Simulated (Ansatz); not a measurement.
BN (zinc blende)

```cif
data_B4N4
_chemical_formula_sum 'N4 B4'
_space_group_name_H-M_alt 'F-43m'
_space_group_IT_number 216
_space_group_name_Hall 'F -4 2 3'
_cell_length_a 3.60973
_cell_length_b 3.60973
_cell_length_c 3.60973
_cell_angle_alpha 90.000
_cell_angle_beta 90.000
_cell_angle_gamma 90.000
loop_
_atom_site_label
_atom_site_type_symbol
_atom_site_symmetry_multiplicity
_atom_site_Wyckoff_symbol
_atom_site_fract_x
_atom_site_fract_y
_atom_site_fract_z
_atom_site_occupancy
N1 N 4 c 0.25000 0.25000 0.25000 1
B1 B 4 a 0.00000 0.00000 0.00000 1
```
(The calculation used a cell of 2 atoms; values per cell refer to that cell.)

Grid over V/V₀ and (c/a)/(c/a)₀, subscript 0 meaning the relaxed cell; the conventional c axis lies along z; no internal relaxation.

Calculation: r2SCAN (plane waves to 500 eV, PAW, scalar-relativistic; Ansatz, a first-principles code). k mesh 16×16×16 (Γ-centred), Fermi-Dirac smearing 0.05 eV. The energy includes the smearing's −TS. BN was relaxed with its symmetry unable to fall. The zero of ΔE is the relaxed starting cell.

| ΔE (meV/atom) | V/V₀ = 0.960 | V/V₀ = 0.973 | V/V₀ = 0.987 | V/V₀ = 1.000 | V/V₀ = 1.013 | V/V₀ = 1.027 | V/V₀ = 1.040 |
|---|---|---|---|---|---|---|---|
| (c/a)/(c/a)₀ = 0.880 | 125.9 | 119.2 | 115.3 | 114.2 | 115.6 | 119.4 | 125.5 |
| (c/a)/(c/a)₀ = 0.920 | 62.8 | 56.0 | 52.0 | 50.8 | 52.1 | 55.8 | 61.7 |
| (c/a)/(c/a)₀ = 0.960 | 24.9 | 18.0 | 14.0 | 12.7 | 14.0 | ? | 23.5 |
| (c/a)/(c/a)₀ = 1.000 | ? | 5.3 | 1.3 | 0.0 | 1.3 | 4.9 | 10.8 |
| (c/a)/(c/a)₀ = 1.040 | 24.9 | 18.0 | 14.0 | 12.6 | 13.9 | ? | 23.5 |
| (c/a)/(c/a)₀ = 1.080 | 62.7 | 55.7 | 51.7 | 50.4 | 51.6 | 55.3 | 61.2 |
| (c/a)/(c/a)₀ = 1.120 | 125.2 | 118.3 | 114.2 | 112.8 | 114.0 | 117.6 | 123.4 |

Problem. Fill in the missing entries.

Solution. 
- (c/a)/(c/a)₀ = 0.960, V/V₀ = 1.027: 17.6
- (c/a)/(c/a)₀ = 1.000, V/V₀ = 0.960: 12.3
- (c/a)/(c/a)₀ = 1.040, V/V₀ = 1.027: 17.6

(Under strain, the slope of the energy per volume gives the stress and its curvature an elastic modulus.)
